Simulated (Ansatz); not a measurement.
# One relaxed cell of K$_{2}$LiAlF$_{6}$ at several levels

A database entry relaxed whole under r2SCAN at zero pressure (Fm-3m, No. 225):

```xyz
10
Lattice="0.0000 3.9074 3.9074 3.9074 0.0000 3.9074 3.9074 3.9074 0.0000" Properties=species:S:1:pos:R:3 pbc="T T T"
K     1.9537    1.9537    1.9537
K     5.8611    5.8611    5.8611
Li    3.9074    3.9074    3.9074
Al    0.0000    0.0000    0.0000
F     1.8198    3.9074    3.9074
F     3.9074    1.8198    3.9074
F     5.9950    3.9074    3.9074
F     3.9074    5.9950    3.9074
F     3.9074    3.9074    1.8198
F     3.9074    3.9074    5.9950
```

Its volume is 11.93 Å³ an atom, -1.0 % against the entry's 12.06, a measured cell (1998).

Single points on this cell with plane-wave PAW DFT (Ansatz 0.2.0; r2SCAN 500 eV, hybrids 420 eV; fermi-dirac occupations of width 0.020 eV; no moments): r2SCAN on a 6×6×6 Γ-centred mesh; HSE06 on a 4×4×4 Γ-centred mesh; PBE0 on a 4×4×4 Γ-centred mesh.

What does each level give for gap and charges?

The runs give:

| level | gap (eV), or kind | pressure (GPa) | Bader charge of K (e) | Bader charge of Li (e) | Bader charge of Al (e) | Bader charge of F (e) |
| --- | --- | --- | --- | --- | --- | --- |
| r2SCAN | 8.90 | 0.0 | +0.89 | +0.93 | +2.63 | -0.89 |
| HSE06 | 10.22 | 1.3 | +0.90 | +0.93 | +2.63 | -0.89 |
| PBE0 | 10.99 | 1.2 | +0.90 | +0.93 | +2.63 | -0.89 |

Under r2SCAN the gap is 8.90 eV, over mesh and band path. HSE06 moves it by +1.32 eV and PBE0 by +2.09 eV; PBE0 keeps its exact exchange at long range, which widens the gap over HSE06's by 0.77 eV on their common mesh.

Caveats: the relaxation kept the start's symmetry; HSE06 is read on its mesh and at the zone's corners, PBE0 on its mesh alone; hybrid pressures are good to a few tenths of a GPa; pressure is positive in compression.
